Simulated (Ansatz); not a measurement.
Ti$_{3}$InN:
```yaml
crystal:
  lattice:
    - [4.10996, 0.00000, 0.00000]
    - [0.00000, 4.10996, 0.00000]
    - [0.00000, 0.00000, 4.10996]
  atoms:
    - { symbol: Ti, position: [0.00000, 0.50000, 0.50000] }
    - { symbol: Ti, position: [0.50000, 0.00000, 0.50000] }
    - { symbol: Ti, position: [0.50000, 0.50000, 0.00000] }
    - { symbol: In, position: [0.00000, 0.00000, 0.00000] }
    - { symbol: N, position: [0.50000, 0.50000, 0.50000] }
```

Relaxed with LDA. Special points in fractions of this cell's reciprocal vectors: Γ (0.000, 0.000, 0.000); X (0.000, 0.500, 0.000); M (0.500, 0.500, 0.000); R (0.500, 0.500, 0.500).

Question: List the band energies nearest the Fermi level at these points for LDA (plane waves, PAW; program Ansatz).

Answer: In eV from the Fermi level; about four levels below and three above (degenerate sets whole), none deeper than 8.9 eV; points with the same levels are listed once.

```csv
k,below,above
Γ,-1.79 -1.79 -1.78 -1.78 -1.78,1.34 1.34 1.34
X,-1.98 -1.98 -1.51 -0.52,0.30 0.79 1.21 1.21
M,-0.04 -0.04 -0.02 -0.02,1.09 1.15 1.79
R,-1.91 -1.91 -1.91 -0.15 -0.15 -0.15,0.11 0.11 0.11
```

Space group Pm-3m (anti-perovskite). The first step of the workflow began from a Materials Project structure, measured or hypothetical; the Crystallography Open Database copy checked does not list it. Its standing as an ambient phase is unchecked. The LDA relaxation kept the symmetry of its start; of distortions, only those at the zone centre were tested. The run is not spin-polarised. Scalar-relativistic: spin–orbit coupling is off unless named, which matters more the heavier the elements.

Potentials: the later of the program's two PAW sets.
